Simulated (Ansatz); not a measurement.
CdSiP$_{2}$ (chalcopyrite, I-42d), DFT-PBEsol in the program Ansatz with PAW potentials, all energies at zero smearing, with the estimated change up to a 700 eV cutoff added, with one set of potentials and settings (totals compare only within such a set). Cell of 8 atoms (2 Cd, 2 Si, 4 P): -20572.963 eV.

```tsv
element	reference phase	E (eV/atom)
Cd	P6_3/mmc, 2 atoms in the cell	-8184.0667
Si	Fd-3m, 2 atoms in the cell	-621.4920
P	Cmce, 4 atoms in the cell	-740.0371
```

Formation energy per atom, worked out: (-20572.963 − 2×(-8184.0667) − 2×(-621.4920) − 4×(-740.0371))/8 = -0.212 eV/atom (-20 kJ per mol of atoms), at 0 K, without zero-point energy or fitted corrections.

The cell was relaxed with PBEsol under the symmetry of its start. The references are the lowest solids computed at this level, not always the standard phases.

Potentials: the later of the program's two PAW sets.
